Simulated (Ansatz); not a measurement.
CsSnI₃:
```
CsSnI3
1.0
    8.36783     0.00000     0.00000
    0.00000     8.36783     0.00000
    0.00000     0.00000     6.13047
Cs Sn I
2 2 6
Cartesian
  0.00000   4.18392   0.00000
  4.18392   0.00000   0.00000
  4.18392   4.18392   3.06524
  0.00000   0.00000   3.06524
  6.79291   5.75884   3.06524
  1.57492   2.60899   3.06524
  2.60899   6.79291   3.06524
  5.75884   1.57492   3.06524
  4.18392   4.18392   0.00000
  0.00000   0.00000   0.00000
```

Relaxed with LDA. Special points in fractions of this cell's reciprocal vectors: Γ (0.000, 0.000, 0.000); X (0.000, 0.500, 0.000); M (0.500, 0.500, 0.000); Z (0.000, 0.000, 0.500); R (0.000, 0.500, 0.500); A (0.500, 0.500, 0.500).

List the band energies nearest the valence-band maximum at these points for the program Ansatz at the LDA level (PAW).

In eV from the valence-band maximum; about four levels below and three above (degenerate sets whole), none deeper than 8.9 eV; points with the same levels are listed once.

```tsv
k	below	above
Γ	-2.18 -2.18 -2.16 -0.79	0.90 0.90 2.07
X	-2.41 -2.41 -1.89 -1.89	2.36 2.36 2.77 2.77
M	-2.49 -2.49 -1.75 -1.75	1.11 1.11 3.76 3.76
Z	-1.91 -1.91 -1.46 0.00	0.14 0.47 0.47
R	-2.16 -2.16 -1.20 -1.20	0.63 0.63 2.12 2.12
A	-2.02 -2.02 -0.95 -0.95	0.63 0.63 0.84 0.84
```

Space group P4/mbm. The first step of the workflow began from a Materials Project structure, measured or hypothetical; the Crystallography Open Database files this formula in space group No. 127, but the cells were not matched. It is not the phase usual at ambient conditions (space group No. 62). The LDA relaxation kept the symmetry of its start; of distortions, only those at the zone centre were tested, and some modes there are weakly imaginary. Spin–orbit coupling is left out wherever it is not named.

Potentials: the later of the program's two PAW sets.
